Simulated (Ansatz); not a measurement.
TiZn:
```cif
data_TiZn
_chemical_formula_sum 'Ti1 Zn1'
_space_group_name_H-M_alt 'P 1'
_space_group_IT_number 1
_cell_length_a 3.12080
_cell_length_b 3.12080
_cell_length_c 3.12080
_cell_angle_alpha 90.000
_cell_angle_beta 90.000
_cell_angle_gamma 90.000
loop_
_space_group_symop_operation_xyz
  'x, y, z'
loop_
_atom_site_label
_atom_site_type_symbol
_atom_site_fract_x
_atom_site_fract_y
_atom_site_fract_z
_atom_site_occupancy
Ti1 Ti 0.50000 0.50000 0.50000 1
Zn1 Zn 0.00000 0.00000 0.00000 1
```

Relaxed with r²SCAN.

Question: Which orbitals make up the states near the Fermi level in plane-wave PAW r²SCAN (Ansatz code)?

Answer: Within 0.5 eV of the Fermi level: Ti 3d 88 %, outside the projected shells 9 %. Projections are on Löwdin-orthogonalised atomic valence shells; empty p or d shells of many metals are not among them.

Question: Tabulate the density of states.

Answer: States/eV per cell of 2 atoms, in 0.25 eV bins, energy from the Fermi level.

```tsv
E (eV)	total	Zn 3d	Ti 3d	Zn 4s
-7.85	0.39	0.12	0.00	0.11
-7.60	11.29	10.40	0.23	0.32
-7.35	19.29	18.75	0.26	0.13
-7.10	8.74	8.51	0.06	0.09
-6.85	1.12	0.91	0.01	0.09
-6.60	0.34	0.09	0.01	0.11
-6.35	0.34	0.07	0.02	0.13
-6.10	0.36	0.05	0.02	0.15
-5.85	0.39	0.05	0.03	0.17
-5.60	0.43	0.05	0.04	0.20
-5.35	0.47	0.05	0.06	0.23
-5.10	0.56	0.05	0.08	0.29
-4.85	0.68	0.06	0.11	0.39
-4.60	0.68	0.05	0.16	0.37
-4.35	0.66	0.04	0.21	0.32
-4.10	0.66	0.04	0.26	0.27
-3.85	0.59	0.03	0.26	0.20
-3.60	0.42	0.01	0.19	0.11
-3.35	0.38	0.01	0.17	0.08
-3.10	0.38	0.01	0.16	0.06
-2.85	0.40	0.01	0.16	0.05
-2.60	0.45	0.01	0.18	0.05
-2.35	0.64	0.02	0.31	0.05
-2.10	1.21	0.02	0.72	0.05
-1.85	1.40	0.03	0.84	0.05
-1.60	1.51	0.03	0.90	0.05
-1.35	1.18	0.02	0.76	0.04
-1.10	1.16	0.02	0.78	0.04
-0.85	1.57	0.03	1.04	0.03
-0.60	2.99	0.07	2.48	0.02
-0.35	2.10	0.02	1.86	0.01
-0.10	0.69	0.01	0.61	0.01
0.15	0.78	0.01	0.67	0.01
0.40	2.09	0.02	1.87	0.03
0.65	1.95	0.02	1.80	0.01
0.90	1.73	0.01	1.60	0.01
1.15	2.46	0.02	2.21	0.02
1.40	2.84	0.03	2.55	0.03
1.65	2.89	0.04	2.59	0.03
1.90	3.77	0.06	3.42	0.03
2.15	2.50	0.03	2.25	0.02
2.40	1.62	0.01	1.42	0.02
2.65	0.44	0.00	0.28	0.03
2.90	0.36	0.00	0.23	0.03
3.15	0.68	0.00	0.48	0.04
3.40	1.91	0.00	1.22	0.10
3.65	1.67	0.00	0.92	0.13
3.90	1.08	0.00	0.48	0.10
4.15	0.93	0.00	0.33	0.13
4.40	0.75	0.00	0.22	0.11
4.65	0.64	0.00	0.15	0.10
```

Space group Pm-3m (CsCl type). The first step of the workflow began from a Materials Project structure, measured or hypothetical; the Crystallography Open Database copy checked does not list it. With Ti and Zn taken as one species the cell has the higher symmetry Im-3m, so it may be an ordered model of a mixed-site phase. Whether it is the stable phase at ambient conditions was not checked. The cell was relaxed with r²SCAN under the symmetry of its start; whether a distortion lowers the energy is not shown. No spin polarisation was allowed.

Potentials: the later of the program's two PAW sets.
